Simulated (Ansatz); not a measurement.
NaCl:
Space group Fm-3m (No. 225); a = b = c = 5.6019 Å, α = β = γ = 90.00°

| atom | site | symmetry | x | y | z |
|---|---|---|---|---|---|
| Na | 4a | m-3m | 0.0000 | 0.0000 | 0.0000 |
| Cl | 4b | m-3m | 0.5000 | 0.5000 | 0.5000 |
(The calculation used a cell of 2 atoms; values per cell refer to that cell.)

Relaxed with PBEsol.

Task: Decompose the optical modes at the zone centre into irreducible representations, and say which are infrared and Raman allowed.

Result: Point group m-3m: Γ_opt = T1u. Infrared: T1u. Raman: none.

Task: Assign frequencies (DFPT, plane-wave PAW PBEsol (Ansatz code); without the LO–TO term).

Result: T1u 166 cm⁻¹.

Symmetry was held in the PBEsol relaxation; phonons on a q-mesh show no instability.

Potentials: the earlier of the program's two PAW sets.
